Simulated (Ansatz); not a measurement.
The following input was run with Ansatz 0.2.0.

```yaml
crystal:
  lattice:
    - [15.1181073815, 0.0, 0.0]
    - [0.0, 2.5196845636, 0.0]
    - [0.0, 0.0, 19.1267441655]
  atoms:
    - { symbol: Cu, position: [0.0, 0.0, 0.0784242204] }
    - { symbol: Cu, position: [0.0833333333, 0.5, 0.1715757796] }
    - { symbol: Cu, position: [0.1666666667, 0.0, 0.0784242204] }
    - { symbol: Cu, position: [0.25, 0.5, 0.1715757796] }
    - { symbol: Cu, position: [0.3333333333, 0.0, 0.0784242204] }
    - { symbol: Cu, position: [0.4166666667, 0.5, 0.1715757796] }
    - { symbol: Cu, position: [0.5, 0.0, 0.0784242204] }
    - { symbol: Cu, position: [0.5833333333, 0.5, 0.1715757796] }
    - { symbol: Cu, position: [0.6666666667, 0.0, 0.0784242204] }
    - { symbol: Cu, position: [0.75, 0.5, 0.1715757796] }
    - { symbol: Cu, position: [0.8333333333, 0.0, 0.0784242204] }
    - { symbol: Cu, position: [0.9166666667, 0.5, 0.1715757796] }
    - { symbol: Cu, position: [0.0, 0.0, 0.2647273388] }
    - { symbol: Cu, position: [0.0833333333, 0.5, 0.357878898] }
    - { symbol: Cu, position: [0.1666666667, 0.0, 0.2647273388] }
    - { symbol: Cu, position: [0.25, 0.5, 0.357878898] }
    - { symbol: Cu, position: [0.3333333333, 0.0, 0.2647273388] }
    - { symbol: Cu, position: [0.4166666667, 0.5, 0.357878898] }
    - { symbol: Cu, position: [0.5, 0.0, 0.2647273388] }
    - { symbol: Cu, position: [0.5833333333, 0.5, 0.357878898] }
    - { symbol: Cu, position: [0.6666666667, 0.0, 0.2647273388] }
    - { symbol: Cu, position: [0.75, 0.5, 0.357878898] }
    - { symbol: Cu, position: [0.8333333333, 0.0, 0.2647273388] }
    - { symbol: Cu, position: [0.9166666667, 0.5, 0.357878898] }
    - { symbol: Cu, position: [0.0, 0.0, 0.4510304572] }
    - { symbol: Cu, position: [0.1666666667, 0.0, 0.4510304572] }
basis:
  ecutwfc: 420
kpoints:
  mp_grid: { grid: [3, 14, 1] }
hamiltonian:
  xc: pbesol
scf:
  occupations: { method: gaussian, width: 0.1 }
output:
  forces: true
  eigenvalues: true
  populations: true
relax:
  adjacent_minimum: "off"
  f_tol: 0.02
  max_steps: 45
  constraints: [{ sites: [0, 1, 2, 3, 4, 5, 6, 7, 8, 9, 10, 11] }]
efield:
  axis: 3
  dipole_correction: true
  ramp_width: 0.04
```

Run as
```bash
ansatz run input.yaml --threads 4 --pin off --max-ram 12288MiB --backend cpu --events-out ev --progress --plain --runs-dir out
```

Theory: DFT PBEsol, scalar-relativistic, plane waves, PAW (Ansatz).

From the run's log, abridged (iterations and final results):

```
SCF iter   1: F=—  HF=-171299.001610 eV  |F-HF|=—  |Δ(HF+E_count)|=         —  Δρ=1.37e-2  dr2=8.58e-1  ethr=1.77e-3  p=-0.002 e·Å  D=-5.97e-4 V/Å  ΔV_dip=0.01 eV  dr2_dipole=9.52e-3  V_vac-E_F(+/−)=4.51/4.50 eV  ⟨swp⟩=6.4  Hψ=18655  notcnv=0  defer=310
efield: sawtooth ramp at fractional position 0.7447 (placed from the atoms, in the widest stretch of the axis that holds none; the zero of the levels goes with the place), width 0.0400; the density the first Hamiltonian is built on has a dipole p = -0.002 e·Å; the dipole correction subtracts the counter field D = -5.97e-4 V/Å, which shifts the + side's vacuum level by +0.01 eV against the − side's; the planar-averaged density in the ramp window peaks in size at 9.0e-5 e/Å³
SCF iter   2: F=—  HF=-171300.324872 eV  |F-HF|=—  |Δ(HF+E_count)|=    1.32e0  Δρ=3.77e-2  dr2=5.56e0  ethr=1.74e-4  p=0.020 e·Å  D=4.97e-3 V/Å  ΔV_dip=-0.10 eV  dr2_dipole=7.77e-4  V_vac-E_F(+/−)=4.68/4.78 eV  ⟨swp⟩=3.0  Hψ=10526  notcnv=0  defer=658
SCF iter   3: F=—  HF=-171298.877154 eV  |F-HF|=—  |Δ(HF+E_count)|=    1.45e0  Δρ=4.51e-3  dr2=9.01e-2  ethr=1.74e-4  p=0.025 e·Å  D=6.14e-3 V/Å  ΔV_dip=-0.12 eV  dr2_dipole=1.18e-3  V_vac-E_F(+/−)=4.54/4.66 eV  ⟨swp⟩=2.6  Hψ=9201  notcnv=0  defer=657
SCF iter   4: F=—  HF=-171298.861660 eV  |F-HF|=—  |Δ(HF+E_count)|=   1.55e-2  Δρ=2.86e-3  dr2=3.76e-2  ethr=1.82e-5  p=0.025 e·Å  D=6.24e-3 V/Å  ΔV_dip=-0.12 eV  dr2_dipole=2.44e-5  V_vac-E_F(+/−)=4.55/4.67 eV  ⟨swp⟩=2.5  Hψ=8536  notcnv=0  defer=657
SCF iter   5: F=—  HF=-171298.855477 eV  |F-HF|=—  |Δ(HF+E_count)|=   6.18e-3  Δρ=2.92e-4  dr2=7.27e-4  ethr=7.61e-6  p=0.024 e·Å  D=5.94e-3 V/Å  ΔV_dip=-0.11 eV  dr2_dipole=1.73e-5  V_vac-E_F(+/−)=4.56/4.67 eV  ⟨swp⟩=2.1  Hψ=6275  notcnv=0  defer=657
SCF iter   6: F=—  HF=-171298.855616 eV  |F-HF|=—  |Δ(HF+E_count)|=   1.39e-4  Δρ=2.03e-4  dr2=2.46e-4  ethr=1.47e-7  p=0.025 e·Å  D=6.18e-3 V/Å  ΔV_dip=-0.12 eV  dr2_dipole=1.01e-7  V_vac-E_F(+/−)=4.56/4.68 eV  ⟨swp⟩=3.0  Hψ=9159  notcnv=0  defer=657
SCF iter   7: F=—  HF=-171298.855641 eV  |F-HF|=—  |Δ(HF+E_count)|=   2.54e-5  Δρ=4.84e-5  dr2=2.44e-5  ethr=4.98e-8  p=0.025 e·Å  D=6.28e-3 V/Å  ΔV_dip=-0.12 eV  dr2_dipole=8.93e-7  V_vac-E_F(+/−)=4.56/4.68 eV  ⟨swp⟩=2.0  Hψ=6343  notcnv=0  defer=657
SCF iter   8: F=—  HF=-171298.855656 eV  |F-HF|=—  |Δ(HF+E_count)|=   1.48e-5  Δρ=4.84e-5  dr2=1.28e-5  ethr=2.02e-9  p=0.026 e·Å  D=6.34e-3 V/Å  ΔV_dip=-0.12 eV  dr2_dipole=1.17e-7  V_vac-E_F(+/−)=4.56/4.68 eV  ⟨swp⟩=16.6  Hψ=27042  notcnv=0
SCF iter   9: F=-171298.855655 eV  HF=-171298.855656 eV  |F-HF|=1.11e-6  |Δ(HF+E_count)|=   6.36e-8  Δρ=1.93e-5  dr2=2.87e-6  ethr=2.02e-9  p=0.026 e·Å  D=6.35e-3 V/Å  ΔV_dip=-0.12 eV  dr2_dipole=9.20e-8  V_vac-E_F(+/−)=4.56/4.68 eV  ⟨swp⟩=6.9  Hψ=17143  notcnv=0
SCF iter  10: F=-171298.855657 eV  HF=-171298.855657 eV  |F-HF|=1.95e-8  |Δ(HF+E_count)|=   1.01e-6  Δρ=7.07e-6  dr2=4.97e-7  ethr=5.81e-10  p=0.026 e·Å  D=6.37e-3 V/Å  ΔV_dip=-0.12 eV  dr2_dipole=5.36e-8  V_vac-E_F(+/−)=4.56/4.68 eV  ⟨swp⟩=5.5  Hψ=15360  notcnv=0
WARN: efield: at this solve's end the planar-averaged density reaches 5.40e-5 e/Å³ inside the ramp window [0.6924, 0.8370] (bound 1e-5 e/Å³), and -4.20e-5 e/Å³ on another of its planes; by the running means of the window's planes the mean density over a ramp is at most 1.91e-5 e/Å³, which is held to the bound (the quickstart, § The vacuum guard, A window that rings); the window's nearer edge stands 4.62 Å from this solve's nearest atom along the axis. Its work functions, free energy, forces, stress, dipole, levels and responses can be off, and this figure does not tell by how much. A short vacuum, a low `basis.ecutwfc` or `basis.ecutrho_ratio` and negative occupations (`scf.occupations.metho ...
SCF 1 converged in 10 iterations: F = -171298.855657 eV  dr2 = 4.97e-7
relax step   1: F+E_penalty+E_count = -171298.85565714 eV  Δ(F+E_penalty+E_count) = +0.000e0 eV  max|allowed force component| = 5.000e-1 eV/Å  Δτ_max = 0.0000 Å  (10 SCF iters, dr2 threshold 1.00e-5 eV, accepted)
Initial density: handed on by an earlier stage of this run
Initial wavefunctions: those handed on with the density
SCF iter   1: F=—  HF=-171298.923867 eV  |F-HF|=—  |Δ(HF+E_count)|=         —  Δρ=2.83e-3  dr2=3.60e-2  ethr=7.80e-6  p=0.026 e·Å  D=6.37e-3 V/Å  ΔV_dip=-0.12 eV  dr2_dipole=9.91e-4  V_vac-E_F(+/−)=4.56/4.68 eV  ⟨swp⟩=2.8  Hψ=14228  notcnv=0  defer=653
efield: sawtooth ramp at fractional position 0.7447 (handed on by an earlier solve), width 0.0400; the density the first Hamiltonian is built on has a dipole p = 0.026 e·Å; the dipole correction subtracts the counter field D = 6.37e-3 V/Å, which shifts the + side's vacuum level by -0.12 eV against the − side's; the planar-averaged density in the ramp window peaks in size at 4.9e-5 e/Å³
SCF iter   2: F=—  HF=-171298.927482 eV  |F-HF|=—  |Δ(HF+E_count)|=   3.61e-3  Δρ=3.89e-3  dr2=6.75e-2  ethr=7.29e-6  p=0.013 e·Å  D=3.17e-3 V/Å  ΔV_dip=-0.06 eV  dr2_dipole=1.04e-3  V_vac-E_F(+/−)=4.62/4.68 eV  ⟨swp⟩=2.8  Hψ=8424  notcnv=0  defer=653  recentre
SCF iter   3: F=—  HF=-171298.916976 eV  |F-HF|=—  |Δ(HF+E_count)|=   1.05e-2  Δρ=1.99e-3  dr2=1.98e-2  ethr=7.29e-6  p=0.026 e·Å  D=6.37e-3 V/Å  ΔV_dip=-0.12 eV  dr2_dipole=9.35e-4  V_vac-E_F(+/−)=4.56/4.68 eV  ⟨swp⟩=2.6  Hψ=8209  notcnv=0  defer=653
SCF iter   4: F=—  HF=-171298.913451 eV  |F-HF|=—  |Δ(HF+E_count)|=   3.53e-3  Δρ=1.69e-4  dr2=3.84e-4  ethr=4.01e-6  p=0.024 e·Å  D=5.95e-3 V/Å  ΔV_dip=-0.11 eV  dr2_dipole=8.37e-5  V_vac-E_F(+/−)=4.57/4.68 eV  ⟨swp⟩=2.0  Hψ=7718  notcnv=0  defer=654
SCF iter   5: F=—  HF=-171298.913686 eV  |F-HF|=—  |Δ(HF+E_count)|=   2.35e-4  Δρ=2.53e-4  dr2=2.91e-4  ethr=7.77e-8  p=0.024 e·Å  D=6.04e-3 V/Å  ΔV_dip=-0.12 eV  dr2_dipole=6.89e-6  V_vac-E_F(+/−)=4.57/4.68 eV  ⟨swp⟩=3.0  Hψ=10258  notcnv=0  defer=659
SCF iter   6: F=-171298.913670 eV  HF=-171298.913644 eV  |F-HF|=2.53e-5  |Δ(HF+E_count)|=   4.20e-5  Δρ=2.34e-5  dr2=3.32e-6  ethr=3.16e-9  p=0.024 e·Å  D=6.05e-3 V/Å  ΔV_dip=-0.12 eV  dr2_dipole=2.48e-8  V_vac-E_F(+/−)=4.57/4.68 eV  ⟨swp⟩=11.6  Hψ=25815  notcnv=0
WARN: efield: at this solve's end the planar-averaged density reaches 4.90e-5 e/Å³ inside the ramp window [0.6924, 0.8370] (bound 1e-5 e/Å³), and -3.68e-5 e/Å³ on another of its planes; by the running means of the window's planes the mean density over a ramp is at most 1.81e-5 e/Å³, which is held to the bound (the quickstart, § The vacuum guard, A window that rings); the window's nearer edge stands 4.62 Å from this solve's nearest atom along the axis. Its work functions, free energy, forces, stress, dipole, levels and responses can be off, and this figure does not tell by how much. A short vacuum, a low `basis.ecutwfc` or `basis.ecutrho_ratio` and negative occupations (`scf.occupations.metho ...
   ...
SCF iter   2: F=—  HF=-171298.959010 eV  |F-HF|=—  |Δ(HF+E_count)|=   1.03e-3  Δρ=1.02e-3  dr2=5.23e-3  ethr=1.01e-6  p=0.017 e·Å  D=4.10e-3 V/Å  ΔV_dip=-0.08 eV  dr2_dipole=1.17e-4  V_vac-E_F(+/−)=4.61/4.69 eV  ⟨swp⟩=2.6  Hψ=9441  notcnv=0  defer=657
SCF iter   3: F=—  HF=-171298.959512 eV  |F-HF|=—  |Δ(HF+E_count)|=   5.02e-4  Δρ=1.33e-3  dr2=7.83e-3  ethr=1.01e-6  p=0.021 e·Å  D=5.21e-3 V/Å  ΔV_dip=-0.10 eV  dr2_dipole=8.37e-5  V_vac-E_F(+/−)=4.58/4.68 eV  ⟨swp⟩=2.6  Hψ=8105  notcnv=0  defer=657
SCF iter   4: F=—  HF=-171298.958283 eV  |F-HF|=—  |Δ(HF+E_count)|=   1.23e-3  Δρ=5.78e-4  dr2=1.48e-3  ethr=1.01e-6  p=0.020 e·Å  D=5.00e-3 V/Å  ΔV_dip=-0.10 eV  dr2_dipole=6.27e-6  V_vac-E_F(+/−)=4.59/4.68 eV  ⟨swp⟩=2.0  Hψ=6488  notcnv=0  defer=657
SCF iter   5: F=—  HF=-171298.957971 eV  |F-HF|=—  |Δ(HF+E_count)|=   3.12e-4  Δρ=1.39e-4  dr2=8.26e-5  ethr=3.00e-7  p=0.019 e·Å  D=4.76e-3 V/Å  ΔV_dip=-0.09 eV  dr2_dipole=9.89e-7  V_vac-E_F(+/−)=4.59/4.69 eV  ⟨swp⟩=2.2  Hψ=7666  notcnv=0  defer=657
SCF iter   6: F=—  HF=-171298.958082 eV  |F-HF|=—  |Δ(HF+E_count)|=   1.12e-4  Δρ=3.68e-5  dr2=6.20e-6  ethr=1.67e-8  p=0.019 e·Å  D=4.73e-3 V/Å  ΔV_dip=-0.09 eV  dr2_dipole=5.68e-8  V_vac-E_F(+/−)=4.59/4.69 eV  ⟨swp⟩=2.4  Hψ=6512  notcnv=0  defer=657
SCF iter   7: F=—  HF=-171298.958084 eV  |F-HF|=—  |Δ(HF+E_count)|=   1.79e-6  Δρ=1.28e-5  dr2=8.31e-7  ethr=1.25e-9  p=0.019 e·Å  D=4.70e-3 V/Å  ΔV_dip=-0.09 eV  dr2_dipole=4.15e-8  V_vac-E_F(+/−)=4.60/4.69 eV  ⟨swp⟩=2.3  Hψ=8064  notcnv=0  defer=657
SCF iter   8: F=—  HF=-171298.958085 eV  |F-HF|=—  |Δ(HF+E_count)|=   8.50e-7  Δρ=6.24e-6  dr2=2.20e-7  ethr=1.68e-10  p=0.019 e·Å  D=4.70e-3 V/Å  ΔV_dip=-0.09 eV  dr2_dipole=6.65e-9  V_vac-E_F(+/−)=4.60/4.69 eV  ⟨swp⟩=2.8  Hψ=6625  notcnv=0  defer=657
SCF iter   9: F=-171298.958085 eV  HF=-171298.958085 eV  |F-HF|=1.63e-8  |Δ(HF+E_count)|=   2.73e-7  Δρ=1.22e-6  dr2=1.45e-8  ethr=2.02e-11  p=0.019 e·Å  D=4.69e-3 V/Å  ΔV_dip=-0.09 eV  dr2_dipole=7.05e-10  V_vac-E_F(+/−)=4.60/4.69 eV  ⟨swp⟩=11.9  Hψ=21361  notcnv=0
WARN: efield: at this solve's end the planar-averaged density reaches 4.54e-5 e/Å³ inside the ramp window [0.6924, 0.8370] (bound 1e-5 e/Å³), and -3.39e-5 e/Å³ on another of its planes; by the running means of the window's planes the mean density over a ramp is at most 1.74e-5 e/Å³, which is held to the bound (the quickstart, § The vacuum guard, A window that rings); the window's nearer edge stands 4.62 Å from this solve's nearest atom along the axis. Its work functions, free energy, forces, stress, dipole, levels and responses can be off, and this figure does not tell by how much. A short vacuum, a low `basis.ecutwfc` or `basis.ecutrho_ratio` and negative occupations (`scf.occupations.metho ...
SCF 4 converged in 9 iterations: F = -171298.958085 eV  dr2 = 1.45e-8
relax step   4: F+E_penalty+E_count = -171298.95808538 eV  Δ(F+E_penalty+E_count) = -1.701e-3 eV  max|allowed force component| = 5.067e-3 eV/Å  Δτ_max = 0.0164 Å  (9 SCF iters, accepted)
SCF converged after 9 iterations
Free energy (F): -171298.958085 eV
Harris-Foulkes:  -171298.958085 eV  (|F-HF|=1.63e-8)
Internal energy: -171298.910592 eV  (E = F + TS)
E sigma→0 (E₀):  -171298.934338 eV
Entropy (-TS):   -0.047494 eV (-1.827 meV/atom)
Fermi energy:    4.344232 eV
Dipole field:    D = 0.004671 V/Å  (p = 0.018808 e·Å, saw-weighted, corrected)
Work function:   Φ+ = 4.5959 eV   Φ− = 4.6853 eV
Levels:          The Fermi level and band energies are counted from a zero that moves with the ramp; work functions are not
Vacuum region:   at the solve's end the planar-averaged density reaches 4.54e-5 e/Å³ inside the ramp window [0.6924, 0.8370] (bound 1e-5 e/Å³), and -3.39e-5 e/Å³ on another of its planes; by the running means of the window's planes the mean density over a ramp is at most 1.74e-5 e/Å³, which is held to the bound (the quickstart, § The vacuum guard, A window that rings)
--- Per-component energies (eV) ---
  E_band       = -15374.077208
  E_kinetic    = 7805.936816
  E_local      = -768288.659595  (includes V_loc(G=0)·N_el)
  E_nonlocal   = 10217.633948
  E_hartree    = 374809.347869
  E_xc         = -2301.702640
  E_vxc        = -2982.647373  (∫ρ·V_xc dr)
  E_paw        = -42317.810688  (= ΣΔE_a)
  E_vpaw       = -11746.336987  (= ΣTr[D̂ρ^β])
  E_aug_tail   = 0.006093  (compensation charges beyond the density's cutoff)
  E_efield     = 0.000044  (sawtooth field / dipole correction)
  E_vefield    = 1.292251  (∫n·V_field dr)
  E_ewald      = 248770.976304
  E_core_change = 5.361257  (= ΣΔE_core)
  E_smearing   = -0.047494  (= −TS)
--- Forces (eV/Å), atoms counted from 1 ---
  atom   1  Cu     0.01516307     0.00000000     0.22933699
  atom   2  Cu     0.00000000     0.00000000    -0.22793723
  atom   3  Cu    -0.01516307     0.00000000     0.22933699
  atom   4  Cu     0.03883196     0.00000000    -0.22704285
  atom   5  Cu     0.00549144     0.00000000     0.22504746
  atom   6  Cu    -0.00789015     0.00000000    -0.21676352
  atom   7  Cu    -0.03280730     0.00000000     0.22417478
  atom   8  Cu     0.00000000     0.00000000    -0.22111883
  atom   9  Cu     0.03280730     0.00000000     0.22417478
  atom  10  Cu     0.00789015     0.00000000    -0.21676352
  atom  11  Cu    -0.00549144     0.00000000     0.22504746
  atom  12  Cu    -0.03883196     0.00000000    -0.22704285
  atom  13  Cu    -0.00002071     0.00000000    -0.00262476
  atom  14  Cu     0.00000000     0.00000000    -0.00266069
  atom  15  Cu     0.00002071     0.00000000    -0.00262476
  atom  16  Cu    -0.00234758     0.00000000     0.00506654
  atom  17  Cu    -0.00014353     0.00000000    -0.00335791
  atom  18  Cu     0.00105735     0.00000000    -0.00103496
  atom  19  Cu    -0.00051579     0.00000000    -0.00261823
  atom  20  Cu     0.00000000     0.00000000     0.00030548
  atom  21  Cu     0.00051579     0.00000000    -0.00261823
  atom  22  Cu    -0.00105735     0.00000000    -0.00103496
  atom  23  Cu     0.00014353     0.00000000    -0.00335791
  atom  24  Cu     0.00234758     0.00000000     0.00506654
  atom  25  Cu    -0.00092534     0.00000000    -0.00446299
  atom  26  Cu     0.00092534     0.00000000    -0.00446299
--- Band table (eV; the first three rows and the last of 16) ---
  k-point 0: bands = ["-108.0575", "-108.0152", "-108.0120", "-108.0090", "-108.0083", "-107.9979", "-107.9971", "-107.9969", "-107.9895", "-107.9892", "-107.9759", "-107.9671", "-107.9667", "-107.7834", "-107.7834", "-107.5411", "-107.5344", "-107.5337", "-107.5103", "-107.5079", "-107.5052", "-107.5047", "-107.4972", "-107.4944", "-107.4812", "-107.4773", "-65.6045", "-65.5887", "-65.5750", "-65.5683", "-65.5627", "-65.5614", "-65.5599", "-65.5579", "-65.5485", "-65.5471", "-65.5436", "-65.5334", "-65.5226", "-65.5180", "-65.5176", "-65.5110", "-65.5083", "-65.5051", "-65.5027", "-65.5024", "-65.4991", "-65.4979", "-65.4964", "-65.4955", "-65.4954", "-65.4940", "-65.4843", "-65.4838", "-65 ...
  k-point 1: bands = ["-108.0572", "-108.0149", "-108.0117", "-108.0087", "-108.0080", "-107.9977", "-107.9968", "-107.9966", "-107.9892", "-107.9889", "-107.9756", "-107.9669", "-107.9665", "-107.7832", "-107.7831", "-107.5409", "-107.5341", "-107.5334", "-107.5100", "-107.5076", "-107.5049", "-107.5045", "-107.4969", "-107.4941", "-107.4809", "-107.4770", "-65.6038", "-65.5881", "-65.5744", "-65.5675", "-65.5620", "-65.5607", "-65.5591", "-65.5572", "-65.5501", "-65.5467", "-65.5455", "-65.5329", "-65.5222", "-65.5180", "-65.5175", "-65.5144", "-65.5099", "-65.5074", "-65.5061", "-65.5049", "-65.4995", "-65.4982", "-65.4974", "-65.4969", "-65.4941", "-65.4930", "-65.4876", "-65.4864", "-65 ...
  k-point 2: bands = ["-108.0563", "-108.0139", "-108.0108", "-108.0077", "-108.0071", "-107.9970", "-107.9961", "-107.9959", "-107.9885", "-107.9882", "-107.9746", "-107.9664", "-107.9657", "-107.7824", "-107.7824", "-107.5401", "-107.5333", "-107.5326", "-107.5092", "-107.5068", "-107.5042", "-107.5037", "-107.4961", "-107.4933", "-107.4801", "-107.4762", "-65.6017", "-65.5863", "-65.5727", "-65.5653", "-65.5602", "-65.5594", "-65.5589", "-65.5568", "-65.5552", "-65.5454", "-65.5451", "-65.5319", "-65.5254", "-65.5220", "-65.5210", "-65.5172", "-65.5156", "-65.5135", "-65.5110", "-65.5096", "-65.5018", "-65.5018", "-65.4984", "-65.4965", "-65.4963", "-65.4954", "-65.4943", "-65.4931", "-65 ...
  k-point 15: bands = ["-108.0515", "-108.0080", "-108.0055", "-108.0023", "-108.0020", "-107.9934", "-107.9919", "-107.9917", "-107.9843", "-107.9839", "-107.9684", "-107.9638", "-107.9613", "-107.7778", "-107.7778", "-107.5355", "-107.5287", "-107.5280", "-107.5046", "-107.5022", "-107.4995", "-107.4991", "-107.4915", "-107.4887", "-107.4756", "-107.4716", "-65.6173", "-65.5924", "-65.5803", "-65.5795", "-65.5760", "-65.5726", "-65.5707", "-65.5697", "-65.5690", "-65.5668", "-65.5637", "-65.5632", "-65.5467", "-65.5449", "-65.5399", "-65.5371", "-65.5344", "-65.5283", "-65.5283", "-65.5234", "-65.5212", "-65.5194", "-65.5192", "-65.5156", "-65.5149", "-65.5130", "-65.5057", "-65.5049", "-6 ...
--- Relaxed structure (4 steps of the walk, 4 accepted, 0 SCFs on fresh bases) ---
  F+E_penalty+E_count = -171298.95808538 eV   max|allowed force component| = 5.067e-3 eV/Å
  atoms:
    - { symbol: Cu, position: [0.0, 0.0, 0.07842422] }
    - { symbol: Cu, position: [0.08333333, 0.5, 0.17157577] }
    - { symbol: Cu, position: [0.16666666, 0.0, 0.07842422] }
    - { symbol: Cu, position: [0.24999999, 0.5, 0.17157577] }
    - { symbol: Cu, position: [0.33333333, 0.0, 0.07842422] }
    - { symbol: Cu, position: [0.41666666, 0.5, 0.17157577] }
    - { symbol: Cu, position: [0.49999999, 0.0, 0.07842422] }
    - { symbol: Cu, position: [0.58333333, 0.5, 0.17157577] }
    - { symbol: Cu, position: [0.66666666, 0.0, 0.07842422] }
    - { symbol: Cu, position: [0.74999999, 0.5, 0.17157577] }
    - { symbol: Cu, position: [0.83333333, 0.0, 0.07842422] }
    - { symbol: Cu, position: [0.91666666, 0.5, 0.17157577] }
    - { symbol: Cu, position: [-0.00072675, 0.0, 0.26469560] }
    - { symbol: Cu, position: [0.08333333, 0.5, 0.35567276] }
    - { symbol: Cu, position: [0.16739341, 0.0, 0.26469560] }
    - { symbol: Cu, position: [0.25403265, 0.5, 0.35955965] }
    - { symbol: Cu, position: [0.33295159, 0.0, 0.26568839] }
    - { symbol: Cu, position: [0.41801057, 0.5, 0.35608929] }
    - { symbol: Cu, position: [0.49990845, 0.0, 0.26515447] }
    - { symbol: Cu, position: [0.58333333, 0.5, 0.35563413] }
    - { symbol: Cu, position: [0.66675821, 0.0, 0.26515447] }
    - { symbol: Cu, position: [0.74865609, 0.5, 0.35608929] }
    - { symbol: Cu, position: [0.83371506, 0.0, 0.26568839] }
    - { symbol: Cu, position: [0.91263401, 0.5, 0.35955965] }
    - { symbol: Cu, position: [0.00194251, 0.0, 0.44402072] }
    - { symbol: Cu, position: [0.16472414, 0.0, 0.44402072] }
--- Löwdin populations: 26 sites ---
  site symbol q [e]
     0     Cu     18.8845
     1     Cu     18.8265
     2     Cu     18.8845
     3     Cu     18.8233
     4     Cu     18.8804
     5     Cu     18.8283
     6     Cu     18.8823
     7     Cu     18.8190
     8     Cu     18.8823
     9     Cu     18.8283
    10     Cu     18.8804
    11     Cu     18.8233
    12     Cu     18.8256
    13     Cu     18.8265
    14     Cu     18.8256
    15     Cu     18.8588
    16     Cu     18.8315
    17     Cu     18.8684
    18     Cu     18.8218
    19     Cu     18.8734
    20     Cu     18.8218
    21     Cu     18.8684
    22     Cu     18.8315
    23     Cu     18.8588
    24     Cu     18.8896
    25     Cu     18.8896
  spilling = 0.007825 (of n_electrons = 494.000000)
```

The relaxation met its thresholds.

Time: 6.6 min on 4 threads of Intel(R) Xeon(R) 6975P-C (Granite Rapids) (shared host), peak memory 5.2 GiB.